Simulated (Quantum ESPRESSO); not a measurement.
AlSi2PC4 (made-up cell) (calculated)

All values are calculated (Quantum ESPRESSO 7.5). Calculation on a made-up crystal cell, not a measurement: periodic Kohn-Sham density functional theory in plane waves with PseudoDojo standard norm-conserving scalar-relativistic pseudopotentials, each functional with its own files (v0.5 for PBE, v0.4.1 for LDA and PBEsol), no spin polarisation, no spin-orbit coupling, atoms not relaxed, stress positive in tension, energies less a fixed whole-eV offset for each atom's element; levels are Kohn-Sham levels at fractions of this cell's reciprocal vectors, counted from the reference band (half the neutral cell's valence electrons, rounded up) at Gamma; error bars cover cutoff and k-mesh only, not smearing or the files; each bar is the largest change over components, and at least 0.002 eV, 0.002 eV per angstrom or 0.02 GPa; added strain carries the atoms with the cell, and shear is the tensor component; energies are for the whole cell, and the offsets were chosen from early runs and are not element reference energies.

```xyz
8
Lattice="3.0803 -0.0020 0.0131 -0.0035 5.4451 -0.0112 0.0214 -0.0106 5.1181" Properties=species:S:1:pos:R:3 formula=AlSi2PC4 lattice_type=wurtzite functional=pbe cutoff=1116 fermi_dirac_smearing=0.025 scf_tolerance=1e-07 electrons_removed=0 k_mesh=6_x_4_x_4,shifted_by_half_a_step
Si    -0.0451    -0.0119    -0.0182
P      1.7960     2.7276     0.0420
Si     1.5649     0.9061     2.6918
Al     0.0267     3.5660     2.4684
C     -0.0195     0.0184     2.0157
C      1.6327     2.8203     1.9632
C      1.5519     1.0067     4.4567
C      0.0745     3.6609     4.4896
```

Units: cutoff, fermi_dirac_smearing, scf_tolerance in eV.

Atoms:
| atoms element | atom site | atom energy offset (eV) |
| --- | --- | --- |
| Si | 1 | -115 |
| P | 2 | -189 |
| Si | 3 | -115 |
| Al | 4 | -64 |
| C | 5 | -163 |
| C | 6 | -163 |
| C | 7 | -163 |
| C | 8 | -163 |

To be estimated
1. What stress zz does the calculation give for AlSi2PC4 (made-up cell)?
2. Give the table of forces values for AlSi2PC4 (made-up cell).

Calculated values
1. 1.04 GPa
2. 
Forces:
| site | x (eV/Å) | y (eV/Å) | z (eV/Å) |
| --- | --- | --- | --- |
| 1 | 0.6991 | 1.557 | 2.514 |
| 2 | -3.198 | 0.1523 | 2.459 |
| 3 | -0.4602 | 0.6314 | -4.958 |
| 4 | 2.449 | 3.022 | 1.602 |
| 5 | 0.69 | 1.487 | -1.227 |
| 6 | -1.995 | -5.242 | -3.93 |
| 7 | 0.3886 | -0.3894 | 2.966 |
| 8 | 1.427 | -1.217 | 0.5722 |

Further results for AlSi2PC4 (made-up cell):

- free energy less offsets: -0.6015 eV
- scf iterations: 14
- smearing term minus ts: 0 eV
- pressure: 3.858 GPa
- stress xx: -14.1 GPa
- stress yy: 1.484 GPa
- stress yz: -2.949 GPa
- stress xz: -0.779 GPa
- stress xy: -1.826 GPa
- error bar energy: 0.004772 eV
- error bar stress: 0.1582 GPa
- error bar force: 0.01315 eV/Å
- error bars from: tighter rerun of a related cell
